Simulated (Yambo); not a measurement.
```
LiBr
1.0
    0.00000     2.73189     2.73189
    2.73189     0.00000     2.73189
    2.73189     2.73189     0.00000
Li Br
1 1
Cartesian
  0.00000   0.00000   0.00000
  2.73189   2.73189   2.73189
```

LiBr (rock salt, space group Fm-3m, No. 225) under isotropic strain of +1 % on all lattice vectors: mean Im ε in 1 eV windows above the direct gap of 7.28 eV, for different electron-hole kernels (Yambo, broadening 0.15 eV, PBEsol (pw.x of Quantum ESPRESSO, ONCV potentials, without SOC) bands; 10×10×10 mesh, 3 valence and 1 conduction bands, static screening with 19 bands and a 4 Ry block, scissor 2.42 eV, Tamm-Dancoff; field along x).

| window (eV) | independent quasiparticles | BSE |
|---|---|---|
| 7.3 to 8.3 | 1.2 | 4.8 |
| 8.3 to 9.3 | 4.2 | 3.1 |
| 9.3 to 10.3 | 6.3 | 1.6 |

This run doesn't resolve bound excitons or single peaks, so only averages are given, and they too depend on the mesh; weight that the attraction moves below the gap isn't listed. All transitions below 10.54 eV are in the band window. The scissor comes from a G0W0 run whose convergence isn't established.

Spin-orbit splittings are left out.

Geometry strained from the cell relaxed with PBEsol, atoms relaxed again.
